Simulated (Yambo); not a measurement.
A G0W0@PBE run in Yambo for GaAs (zinc blende, space group F-43m, No. 216) under isotropic strain of -3 % on all lattice vectors (4×4×4 Γ-centred k mesh, bands 9 to 217 and a 15 Ry block in the screening, 217 bands in G with the Bruneval-Gonze terminator, plasmon pole fitted at 27.2 eV) gives these matrix elements, in eV, at the band edges (Γ → Γ):

```csv
state,E0,<Vxc>,<Σx>,<Σc(E0)>,Z
valence edge,0.000,-14.847,-16.528,0.878,0.801
conduction edge,1.200,-14.869,-10.535,-4.201,0.804
```

### Question
Solve the linearised quasiparticle equation for both states, give the gap, and say how exchange and correlation each act on it.

### Answer
E = E0 + Z(Σx + Σc − Vxc). Valence: 0.000 + 0.801 × (-16.528 + (0.878) − (-14.847)) = -0.64 eV. Conduction: 1.200 + 0.804 × (-10.535 + (-4.201) − (-14.869)) = 1.31 eV. The gap is 1.95 eV, against 1.20 eV in PBE. Replacing Vxc by bare exchange alone would open it by 6.01 eV; correlation takes back 5.08 eV of that, and Z scales what is left. Convergence of the G0W0 settings was not tested. Among the k points computed, the smallest G0W0 gap is 1.92 eV, Γ → L. Spin-orbit splittings are left out.

Geometry strained from the cell relaxed with PBEsol, atoms relaxed again; primitive cell a = 3.8825 Å, b = 3.8825 Å, c = 3.8825 Å, α = 60.00°, β = 60.00°, γ = 60.00°.

The potentials are those of PseudoDojo's stringent table.
